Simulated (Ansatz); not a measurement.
An Ansatz (a first-principles code) run. Input:

Ansatz 0.2 input:
```yaml
crystal:
  lattice:
    - [-1.9710937442, 1.9710937442, 9.0852405757]
    - [1.9710937442, -1.9710937442, 9.0852405757]
    - [1.9710937442, 1.9710937442, -9.0852405757]
  atoms:
    - { symbol: Li, position: [0.75, 0.25, 0.5] }
    - { symbol: Li, position: [0.25, 0.75, 0.5] }
    - { symbol: Sr, position: [0.0, 0.0, 0.0] }
    - { symbol: Ta, position: [0.6147209115, 0.6147209115, 0.0] }
    - { symbol: Ta, position: [0.3852790885, 0.3852790885, 0.0] }
    - { symbol: O, position: [0.5, 0.5, 0.0] }
    - { symbol: O, position: [0.1038897647, 0.6038897647, 0.5] }
    - { symbol: O, position: [0.8961102353, 0.3961102353, 0.5] }
    - { symbol: O, position: [0.6038897647, 0.1038897647, 0.5] }
    - { symbol: O, position: [0.3961102353, 0.8961102353, 0.5] }
    - { symbol: O, position: [0.2818964973, 0.2818964973, 0.0] }
    - { symbol: O, position: [0.7181035027, 0.7181035027, 0.0] }
kpoints:
  mp_grid: { grid: [10, 10, 10] }
basis: { xc_grid: 2, fft_grid_basis: typed }
hamiltonian:
  xc: pbesol
  pseudopotentials: { kind: paw }
scf:
  occupations: { method: fixed }
checkpoint: { read: static.run }
output: { write_density: true, elf: true, volumetric_format: npy }
```

Output (shortened):

```
Pseudopotentials: kind: paw
Pseudopotential: Li, paw, valence charge 3
Pseudopotential: Sr, paw, valence charge 10
Pseudopotential: Ta, paw, valence charge 13
Pseudopotential: O, paw, valence charge 6
Functional definition: PBEsol
Crystal: 12 atoms, lattice volume = 141.192 Å³
Basis set: ecut = 420 eV, 2819 PW (Γ), exchange–correlation on 128×128×128 points (8 copies of the dense FFT grid, shifted against one another)
Bands: 54, of which v1, the nominal top of the filled ones, is band 42 counted from 1 (41 counted from 0)
Symmetry: 16 space group operations
Space group: I4/mmm (ITA 139), of the structure as read, at distance tolerance 5.2e-5 Å
k-points: 102 of 1000
PAW frozen core: Sr, regenerated for the run's functional, and the local potential with it
PAW frozen core: Ta, regenerated for the run's functional, and the local potential with it
PAW frozen core: O, regenerated for the run's functional, and the local potential with it
Initial density: read from a saved state, or passed on in memory by an earlier SCF of this step, an earlier step, the calling program or the single point that …
Stability of the state it starts from, as read at its close in the unpolarized treatment …
Initial wavefunctions: pseudopotential atomic-orbital guess
Eigensolver: davidson
Functional: x = pbesol(κ = 0.804, μ = 0.12345679012345678), c = pbesol(β = 0.046)
iter 1 solved again at ethr=3.99e-7 eV; its pass at ethr=3.10e-3 eV (dr2=3.35e-4 eV) is discarded
SCF iter   1: F=—  HF=-27453.555009 eV  |F-HF|=—  |Δ(HF+E_count)|=         —  Δρ=2.26e-6  dr2=6.35e-9  ethr=3.99e-7  ⟨swp⟩=3.8  Hψ=33898  notcnv=0  defer=1019
all-band conjugate gradients solve this SCF's bands
preconditioner: auto → Resta (q_TF=auto, 2.502 Å⁻¹)
SCF iter   2: F=—  HF=-27453.555269 eV  |F-HF|=—  |Δ(HF+E_count)|=   2.60e-4  Δρ=2.00e-6  dr2=5.29e-9  ethr=7.56e-12  ⟨swp⟩=15.9  Hψ=33489  notcnv=0
SCF iter   3: F=-27453.555269 eV  HF=-27453.555269 eV  |F-HF|=6.00e-10  |Δ(HF+E_count)|=  9.31e-10  Δρ=8.21e-7  dr2=8.06e-10  ethr=6.30e-12  ⟨swp⟩=1.0  Hψ=12831  notcnv=0
SCF 1 converged in 3 iterations: F = -27453.555269 eV  dr2 = 8.06e-10
SCF converged after 3 iterations
Free energy (F): -27453.555269 eV
Harris-Foulkes:  -27453.555269 eV  (|F-HF|=6.00e-10)
Internal energy: -27453.555269 eV  (E = F + TS)
E sigma→0 (E₀):  -27453.555269 eV
Fermi energy:    7.884832 eV
--- Per-component energies (eV) ---
  E_band       = -672.045001
  E_kinetic    = 2244.897697
  E_local      = -5364.148326  (includes V_loc(G=0)·N_el)
  E_nonlocal   = 509.438037
  E_hartree    = 1868.910781
  E_xc         = -1138.643610
  E_vxc        = -1253.418409  (∫ρ·V_xc dr)
  E_paw        = -20296.421184  (= ΣΔE_a)
  E_vpaw       = -546.652289  (= ΣTr[D̂ρ^β])
  E_aug_tail   = 0.017321  (compensation charges beyond the density's cutoff)
  E_ewald      = -5278.414641
  E_core_change = 0.808656  (= ΣΔE_core)
  E_smearing   =  0.000000  (= −TS)
  E_closure    = 0.000000  (closes the sum)
  Σ components = -27453.555269   (vs F -27453.555269, Δ=0.00e0)
  [band-id]    e_kinetic+e_local+e_nonlocal+2·e_hartree+e_vxc+e_vpaw+e_augmentation_tail = -672.044407   (vs E_band -672.045001, Δ=5.94e-4)
--- Band table (eV; the first three rows and the last of 102) ---
  k-point 0: bands = ["-59.3309", "-59.3308", "-34.5206", "-34.4774", "-25.9615", "-25.9567", "-25.9567", "-25.9556", "-25.9556", "-25.9315", "-24.5240", "-9.9554", "-9.8277", "-9.1709", "-9.1460", "-8.5795", "-7.8940", "-7.7652", "-6.5559", "-6.5559", "-6.3008", "3.6637", "4.7805", "4.7805", "4.9572", "4.9572", "5.0329", "5.0329", "5.1436", "5.2196", "5.5770", "5.7866", "6.0433", "6.0433", "6.2758", "6.7398", "6.7398", "6.7688", "6.7688", "7.3214", "7.3214", "7.4799", "10.0620", "10.1958", "11.5570", "11.5570", "12.6238", "12.6238", "13.5675", "14.4024", "14.4077", "14.5768", "15.0914", "15.1647"]
  k-point 1: bands = ["-59.3308", "-59.3307", "-34.5184", "-34.4793", "-25.9692", "-25.9665", "-25.9657", "-25.9653", "-25.9579", "-25.9305", "-24.5201", "-9.8217", "-9.7383", "-9.1070", "-9.0662", "-8.5760", "-7.9192", "-7.8064", "-6.5559", "-6.4486", "-6.3226", "3.6577", "4.1772", "4.4478", "4.6160", "4.6768", "4.7677", "4.9815", "5.2166", "5.5685", "5.6116", "5.6713", "6.0471", "6.2013", "6.3774", "6.3984", "6.4702", "6.6234", "6.7315", "7.0262", "7.1285", "7.4417", "10.6381", "10.7365", "11.6116", "11.6687", "12.5932", "12.5977", "13.9134", "14.7071", "14.7124", "14.7425", "15.7382", "15.7938"]
  k-point 2: bands = ["-59.3305", "-59.3305", "-34.5126", "-34.4843", "-25.9952", "-25.9919", "-25.9915", "-25.9907", "-25.9547", "-25.9280", "-24.5107", "-9.5036", "-9.4503", "-8.9392", "-8.8487", "-8.5403", "-7.9846", "-7.8381", "-6.5466", "-6.3873", "-6.2925", "3.4813", "3.6556", "3.8335", "4.0120", "4.0938", "4.2920", "4.5907", "4.7282", "5.1107", "5.1119", "5.1856", "5.5062", "6.3016", "6.4464", "6.4752", "6.6394", "6.7247", "6.8389", "6.8553", "7.1853", "7.2510", "11.7133", "11.7622", "11.9935", "12.1551", "12.7050", "12.7545", "14.6930", "15.1013", "15.3508", "15.4568", "16.6249", "16.7603"]
  k-point 101: bands = ["-59.3309", "-59.3308", "-34.5206", "-34.4774", "-25.9615", "-25.9567", "-25.9567", "-25.9556", "-25.9556", "-25.9316", "-24.5240", "-9.9647", "-9.8086", "-9.1700", "-9.1470", "-8.4274", "-8.2973", "-7.5165", "-6.5559", "-6.5559", "-6.3001", "3.4697", "4.6790", "4.6790", "4.9508", "5.0070", "5.0070", "5.0861", "5.0861", "5.7617", "5.7747", "5.8026", "6.2050", "6.2050", "6.2576", "6.5911", "6.5911", "6.7763", "6.7763", "7.0609", "7.2625", "7.2625", "10.0686", "10.1887", "11.7168", "11.7168", "12.5025", "12.5025", "13.7816", "14.3998", "14.4264", "14.4280", "15.0905", "15.1650"]
  band table: 54 of 54 bands, residual norms ≤ 1.0e-3 eV
```

Cost: about 50 core-seconds (a rough figure) on shared cores.

The workflow started from a Materials Project entry (that database holds measured and hypothetical structures alike); the Crystallography Open Database files this formula in space group No. 139, but the cells were not matched. Its standing as an ambient phase is unchecked. Symmetry was held in the PBEsol relaxation; whether a distortion lowers the energy is not shown. No spin polarisation was allowed. Scalar-relativistic: spin–orbit coupling is off unless named, which matters more the heavier the elements.

Potentials: the later of the program's two PAW sets.

Ansatz is a plane-wave DFT program.
